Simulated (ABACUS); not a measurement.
Set-up for a self-consistent single point of GeRh (Pm, 8 atoms in the cell; from Materials Project mp-22239, changed as shown).

```
CELL_PARAMETERS angstrom
      5.78615     0.00000     0.00000
      0.00000     3.35979     0.00000
      0.00000     0.00000     6.58665
ATOMIC_POSITIONS crystal
  Ge 0.80826 0.75000 0.43643
  Ge 0.19174 0.25000 0.56357
  Ge 0.69174 0.25000 0.93643
  Ge 0.30826 0.75000 0.06357
  Rh 0.99544 0.75000 0.79662
  Rh 0.01839 0.25000 0.20338
  Rh 0.50456 0.25000 0.29662
  Rh 0.49544 0.75000 0.70338
```

Computed with PBEsol, PseudoDojo 0.4 standard norm-conserving PBEsol (tails mended) pseudopotentials (plane waves; ABACUS 3.10.1).

ABACUS settings:

- KPT: Gamma 3 4 2 0 0 0
- basis_type: pw
- ecutwfc: 88 Ry
- smearing_method: gaussian
- smearing_sigma: 0.00367493 Ry
- potentials: PseudoDojo 0.4 standard norm-conserving PBEsol (tails mended)
- symmetry: 1
- symmetry_prec: 1e-05
- ks_solver: dav_subspace
- scf_nmax: 100
- scf_thr: 1.0e-09 Ry
- mixing_type: broyden

Results:

| Item | Value |
|---|---|
| Number of valence electrons | 124 |
| Number of bands | 75 |
| Number of k-points after the program's reduction | 12 |
| Number of plane waves (most at a k-point) | 12083 |
| Number of SCF iterations | 14 |
| FFT grid | 72 × 40 × 75 |
| Free energy E − TS | -22471.7753 eV |
| Fermi level (on the code's own zero) | 16.29 eV |
| Pressure | -11.50 GPa |
| Largest force (vector length) | 0.861 eV/Å |

Forces (eV/Å):
```csv
atom,Fx,Fy,Fz
Ge1,-0.197,0.000,-0.349
Ge2,0.271,0.000,0.336
Ge3,0.336,0.000,-0.198
Ge4,-0.047,0.000,0.228
Rh5,0.025,0.000,0.010
Rh6,-0.860,0.000,-0.041
Rh7,0.426,0.000,0.039
Rh8,0.046,0.000,-0.026
```

Stress (GPa, positive for compression):
```
-13.14    0.00    0.00
  0.00   -7.05    0.00
  0.00    0.00  -14.32
```

For comparison: a first run was changed to give this one (atom 6 moved by +0.08 angstrom along x), and from it to this one the free energy goes up by 4.5 meV/atom, the pressure hardly changes (-11.58 to -11.50 GPa) and the largest force goes from 0.376 to 0.861 eV/Å.

The structure comes from a collection of computed structures, made at another level of theory; the collection holds predicted forms beside known ones. Its lattice was then scaled. No clean gap shows at this smearing width and mesh (spacing up to 0.48 Å⁻¹); the mesh is coarse for partly filled bands, so the values carry mesh errors.

Cost on one core: very roughly 6 core-minutes.

“Tails mended”: in these copies of the files the far tail of each local potential was reset to the Coulomb form.
